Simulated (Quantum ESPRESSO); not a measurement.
**Convergence test: PbF2**

```yaml
crystal:
  lattice:
    - [0.00000, 2.95795, 2.95795]
    - [2.95795, 0.00000, 2.95795]
    - [2.95795, 2.95795, 0.00000]
  atoms:
    - { symbol: Pb, position: [0.00000, 0.00000, 0.00000] }
    - { symbol: F, position: [0.75000, 0.75000, 0.75000] }
    - { symbol: F, position: [0.25000, 0.25000, 0.25000] }
```
The geometry is a computed Materials Project entry, not a measured one. It is PbF2 in Fm-3m; whether this form has been observed was not checked. Stability against distortions was not tested.

Method: PBE GIPAW on JTH datasets (Quantum ESPRESSO, modified build); kept fixed: cutoff 22.5 Ha. Costs are rough, from a shared machine. These are absolute shieldings with no macroscopic susceptibility term; δ = σ_ref − σ needs a reference computed alike. No spin–orbit coupling; Pb is the heaviest element present. The structure is static (0 K, no zero-point motion).

```csv
k-mesh,σ_iso F (ppm),f-sum rule missed by (%),irreducible k-points,rough cost ratio
2×2×2 shifted,170.4,0.10,2,about 1
2×2×2 through Γ,-417.9,1.7,3,about 1
3×3×3 through Γ,176.2,0.01,4,about 1
3×3×3 shifted,162.5,0.00,6,2
4×4×4 through Γ,156.0,0.02,8,3
5×5×5 through Γ,161.3,0.00,10,4
4×4×4 shifted,161.5,0.00,10,4
5×5×5 shifted,161.4,0.00,19,5
7×7×7 through Γ,161.4,0.00,20,7
8×8×8 through Γ,161.4,0.00,29,10
7×7×7 shifted,161.4,0.00,44,10
10×10×10 through Γ,161.4,0.00,47,20
8×8×8 shifted,161.4,0.00,60,20
```

Largest spread: σ_iso F (ppm) moves over 594.1 across the rows.
